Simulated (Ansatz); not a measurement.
**Structures of SbS₃: which is lowest?**

Plane-wave DFT in Ansatz with scalar-relativistic PAW potentials, cutoff 420 eV, Γ-centred meshes chosen by cell and gap, Gaussian smearing with energies taken to zero width. Every cell was relaxed (cell and atoms) in a run of its own, within the symmetry of its start. Functional: PBE.

Relaxed structures (starts from databases or built by putting these elements on another compound's sites):
A. I4/mmm, 4 atoms in the computed cell, a = 3.697 Å, c = 12.315 Å; sites (symmetry × multiplicity) Sb 4/mmm × 2, S -4m2 × 4 + 4/mmm × 2; start: built
B. Pm-3m, 4 atoms in the computed cell, a = 4.232 Å; sites (symmetry × multiplicity) Sb m-3m × 1, S 4/mm.m × 3; start: built

Rank them by energy. Could pressure change the order?

| structure | group | E − E(lowest) (meV/atom) | V (Å³/atom) | gap on mesh (eV) |
| --- | --- | --- | --- | --- |
| A | I4/mmm | 0.0 | 21.04 | 0.00 |
| B | Pm-3m | 323 | 18.95 | 0.00 |

A is lowest, 323 meV/atom under B. B is denser by 2.09 Å³/atom, so pressure favours it: ΔE/ΔV, with ΔE in eV and 1 eV/Å³ = 160.2 GPa, gives about 25 GPa for equal enthalpy if both cells were rigid; at such pressures compression changes ΔV much, so this is a scale only. Without a dispersion term the weakly bound lowest cell is too large, so ΔV and this pressure are artefacts in part: a slight pressure closes the gap between layers first. Other structures may lie lower than all of these, and vibrations aren't counted.

Spin-orbit coupling is left out, which matters for the bands of heavy elements. Spin polarisation was left out, and a magnetic state may lie lower.